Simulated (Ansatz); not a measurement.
Density of states of a Ge$_{3}$Sb$_{4}$Te$_{12}$ cell (a crystal with Ge atoms taken out, relaxed), per eV and atom, broadened by Gaussian smearing of width 0.1 eV and averaged over bins of 0.3 eV, from 8 eV under the Fermi level at most up to where the solved bands end.

Level of theory: Ansatz 0.2.0, DFT PBE, scalar-relativistic, plane waves, PAW.

Plane waves to 420 eV, a k mesh through Γ of 5×5×4 on the computed 19-atom cell and Gaussian smearing (0.10 eV); no spin polarisation.

```
Ge Sb Te
1.0
     4.32141   -7.43180   -0.40509
     8.64137    0.00613   -0.30456
     3.93219   -2.08006    9.17962
Ge Sb Te
3 4 12
Direct
  0.91136 0.41960 0.78011
  0.40082 0.39741 0.79318
  0.91613 0.89121 0.78530
  0.11140 0.60556 0.18576
  0.60088 0.60102 0.20223
  0.11193 0.10151 0.19482
  0.60821 0.10582 0.17908
  0.49023 0.00699 0.99150
  0.99519 0.99365 0.98863
  0.48507 0.50749 0.98687
  0.98813 0.49991 0.99728
  0.72420 0.21727 0.38316
  0.22453 0.21644 0.37927
  0.72767 0.71599 0.37819
  0.21875 0.71223 0.39709
  0.27640 0.77532 0.63591
  0.76158 0.78577 0.64534
  0.27295 0.26419 0.65278
  0.77379 0.28070 0.64123
```

| E − E_F (eV) | total | Te 5p | Sb 5p | Ge 4p | Ge 4s |
| --- | --- | --- | --- | --- | --- |
| -7.90 | 0.460 | 0.094 | 0.004 | 0.005 | 0.221 |
| -7.60 | 0.212 | 0.042 | 0.002 | 0.003 | 0.098 |
| -7.30 | 0.137 | 0.027 | 0.002 | 0.002 | 0.067 |
| -7.00 | 0.122 | 0.026 | 0.002 | 0.001 | 0.056 |
| -6.70 | 0.152 | 0.029 | 0.002 | 0.001 | 0.063 |
| -6.40 | 0.068 | 0.012 | 0.001 | 0.000 | 0.024 |
| -6.10 | 0.008 | 0.001 | 0.000 | 0.000 | 0.003 |
| -5.80 | 0.000 | 0.000 | 0.000 | 0.000 | 0.000 |
| -5.50 | 0.009 | 0.005 | 0.002 | 0.001 | 0.000 |
| -5.20 | 0.083 | 0.051 | 0.020 | 0.010 | 0.000 |
| -4.90 | 0.316 | 0.192 | 0.081 | 0.033 | 0.002 |
| -4.60 | 0.456 | 0.279 | 0.119 | 0.044 | 0.002 |
| -4.30 | 0.452 | 0.289 | 0.103 | 0.045 | 0.002 |
| -4.00 | 0.651 | 0.422 | 0.141 | 0.063 | 0.005 |
| -3.70 | 0.733 | 0.479 | 0.148 | 0.074 | 0.005 |
| -3.40 | 0.788 | 0.506 | 0.161 | 0.083 | 0.006 |
| -3.10 | 0.806 | 0.515 | 0.166 | 0.086 | 0.007 |
| -2.80 | 0.841 | 0.541 | 0.163 | 0.093 | 0.007 |
| -2.50 | 0.807 | 0.524 | 0.142 | 0.092 | 0.008 |
| -2.20 | 0.716 | 0.482 | 0.107 | 0.082 | 0.008 |
| -1.90 | 0.705 | 0.494 | 0.096 | 0.069 | 0.010 |
| -1.60 | 0.725 | 0.538 | 0.078 | 0.054 | 0.013 |
| -1.30 | 0.773 | 0.608 | 0.057 | 0.048 | 0.014 |
| -1.00 | 0.780 | 0.612 | 0.056 | 0.046 | 0.016 |
| -0.70 | 0.723 | 0.568 | 0.049 | 0.039 | 0.017 |
| -0.40 | 0.729 | 0.555 | 0.052 | 0.040 | 0.022 |
| -0.10 | 0.557 | 0.422 | 0.040 | 0.028 | 0.021 |
| 0.20 | 0.330 | 0.229 | 0.034 | 0.019 | 0.017 |
| 0.50 | 0.391 | 0.268 | 0.047 | 0.016 | 0.023 |
| 0.80 | 0.254 | 0.185 | 0.023 | 0.007 | 0.016 |
| 1.10 | 0.124 | 0.044 | 0.044 | 0.023 | 0.001 |

The columns after the total are the largest Löwdin projections on the valence shells of the potentials, so they needn't add up, and the weight of a shell that a potential lacks goes to other orbitals. The cell has no gap on the mesh.

Spin-orbit coupling is left out, which matters for the bands of heavy elements.

Cost: 2 runs of about 31 core-minutes in all (earlier runs that led there not counted), on AMD EPYC 7R43 (Zen 3) (shared hosts).